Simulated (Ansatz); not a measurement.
Elastic constants of BePd (Pm-3m), step by step

```
CELL_PARAMETERS angstrom
2.79792 0.00000 0.00000
0.00000 2.79792 0.00000
0.00000 0.00000 2.79792
ATOMIC_POSITIONS crystal
Be 0.00000 0.00000 0.00000
Pd 0.50000 0.50000 0.50000
```

The conventional cell has a = 2.798 Å, b = 2.798 Å, c = 2.798 Å, α = 90.00°, β = 90.00°, γ = 90.00°. Be (atom 1) is surrounded by 8 Pd at 2.42 Å. Pd (atom 2) has 8 Be at 2.42 Å as nearest neighbours.

Computed, not measured; unless marked otherwise by PBEsol, all-electron LAPW in Ansatz 0.2.0, scalar-relativistic. k mesh 14×14×14, Fermi-Dirac smearing of 0.080 eV, basis error target 1 meV/atom. The cell was relaxed by PAW under this functional.

The cell is cubic and carries a residual pressure of -0.05 GPa at this level. Each strain component that symmetry leaves independent is applied at ±0.005, the ions relax wherever a strain frees them, and the stress (tension positive, GPa) is read. Shears are engineering strains, γ = 2ε.

```json
{"strain": "xx", "size": "-0.005", "σxx": "-1.1106", "σyy": "-0.8196", "σzz": "-0.8196", "σyz": "0.0000", "σxz": "0.0000", "σxy": "0.0000"}
{"strain": "xx", "size": "+0.005", "σxx": "1.1395", "σyy": "0.9210", "σzz": "0.9210", "σyz": "0.0000", "σxz": "0.0000", "σxy": "0.0000"}
{"strain": "yz", "size": "-0.005", "σxx": "0.0482", "σyy": "0.0519", "σzz": "0.0519", "σyz": "-0.4373", "σxz": "0.0000", "σxy": "0.0000"}
{"strain": "yz", "size": "+0.005", "σxx": "0.0482", "σyy": "0.0519", "σzz": "0.0519", "σyz": "0.4373", "σxz": "0.0000", "σxy": "0.0000"}
```

A central difference gives one constant, for example C11 ≈ (1.1395 − (-1.1106))/(0.01) = 225.0 GPa; the program then imposes the crystal's symmetry on the whole matrix.

Question: What are the independent elastic constants?

Answer: C11 = 225.0, C12 = 174.1, C44 = 87.5 GPa.

Question: Do they meet the Born conditions?

Answer: C11 − C12 = 50.9, C11 + 2C12 = 573.1 and C44 = 87.5 GPa must all be positive, so the crystal is elastically stable; that says nothing yet of its phonons.

Question: What moduli does a random aggregate of grains have?

Answer: B = (C11 + 2C12)/3 = 191.0 GPa. G_V = (C11 − C12 + 3C44)/5 = 62.7 and G_R = 5(C11 − C12)C44/(4C44 + 3(C11 − C12)) = 44.3, so G_H = 53.5 GPa. Then E = 9BG/(3B + G) = 146.8 GPa, ν = (3B − 2G)/(6B + 2G) = 0.372 and B/G = 3.57, on the ductile side of Pugh's 1.75 (a rule of thumb).

Question: With the density of 8.751 g/cm³, how fast does sound travel, and what Debye temperature follows?

Answer: 

```
direction  slow (m/s)  middle (m/s)  fast (m/s)
    [100]        3161          3161        5071
    [110]        1706          3161        5727
    [111]        2296          2296        5929
```

The mean of v⁻³ over directions and branches gives v_m = 2732 m/s and θ_D = (ħ/k_B) v_m (6π²n)^(1/3) = 366 K, n being atoms per volume. Young's modulus spans 73 to 228 GPa over directions, and the universal anisotropy index is 2.07.

Question: How far do the constants move if PAW replaces LAPW in the same cell?

Answer: 

```tsv
constant	LAPW (GPa)	PAW (GPa)	difference
C11	225.0	224.9	-0.1
C12	174.1	174.3	0.2
C44	87.5	87.5	0.0
```

Question: How do the constants change if the ions are clamped to the homogeneous strain?

Answer: None moves by more than 0.3 GPa: by symmetry a homogeneous strain puts no force on these sites.

Keep in mind: responses of metals move with mesh and smearing; the frozen-core PAW files of the compared runs were fitted under PBE, their cores solved anew for this functional.
